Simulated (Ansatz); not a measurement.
Given:

KBr:
```
CELL_PARAMETERS angstrom
      0.00000     3.18579     3.18579
      3.18579     0.00000     3.18579
      3.18579     3.18579     0.00000
ATOMIC_POSITIONS crystal
  K  0.00000 0.00000 0.00000
  Br 0.50000 0.50000 0.50000
```

This is the LDA-relaxed structure.

**Question.** All from DFT-LDA in the program Ansatz with PAW potentials, unless another level is named. Give the Hill bulk and shear moduli.

**Answer.** 20.3 and 9.7 GPa.

**Question.** And the elastic constants (relaxed ions, GPa)?

**Answer.** C11 = 50.3, C12 = 5.3, C44 = 5.1.

Space group Fm-3m (rock salt). The LDA relaxation kept the symmetry of its start; phonons on a q-mesh show no instability.

Potentials: the later of the program's two PAW sets.
